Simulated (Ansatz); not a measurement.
## CoSn3 (Cmce): electronic heat capacity and spin susceptibility from the density of states

Level of theory: Ansatz, DFT PBEsol, scalar-relativistic, plane waves, PAW.

Cutoff 420 eV; k points 6×6×6 on the computed 16-atom cell (Γ-centred); Gaussian smearing, width 0.10 eV; no spin polarisation.

Relaxed cell: Cmce, a = 16.757 Å, b = 6.196 Å, c = 6.214 Å, α = 90.00°, β = 90.00°, γ = 90.00°, 16 atoms in the primitive cell. Whether it is the stable form of this composition wasn't checked.

The density of states at the Fermi level is 4.851 states/eV in the cell of 16 atoms (4 formula units; both spins, tetrahedra on a 9×9×9 mesh). Averaged over bins of 0.1 eV the density runs from 5.7 to 9.0 states/eV within 0.2 eV of the Fermi level, so the figure hangs on the exact place of that level.

Problem. What Sommerfeld coefficient and Pauli susceptibility does this give?

Solution. Per formula unit N(E_F) = 1.213 states/eV. γ = (π²/3) k_B² N(E_F) N_A = 2.357 mJ/(mol K²) per state/eV, so γ = 2.9 mJ/(mol K²), a mole of formula units. χ_P = μ_B² N(E_F) N_A = 3.23×10⁻⁵ emu/mol per state/eV gives 3.9×10⁻⁵ emu/mol. This is the bare band result: a measured γ of the same phase is as a rule larger by a factor 1 + λ from phonons and spin fluctuations, the spin part of χ is larger by the Stoner factor, and a measured χ also holds orbital and core terms. N(E_F) at one energy is sensitive to the mesh where the density of states has sharp peaks.

A ferromagnetic start lost its moments in a first run, so spin was left out; other magnetic orders weren't tried.

Cost: 1 run of about 7.8 core-minutes, on Intel Xeon 6975P-C (Granite Rapids) (shared hosts).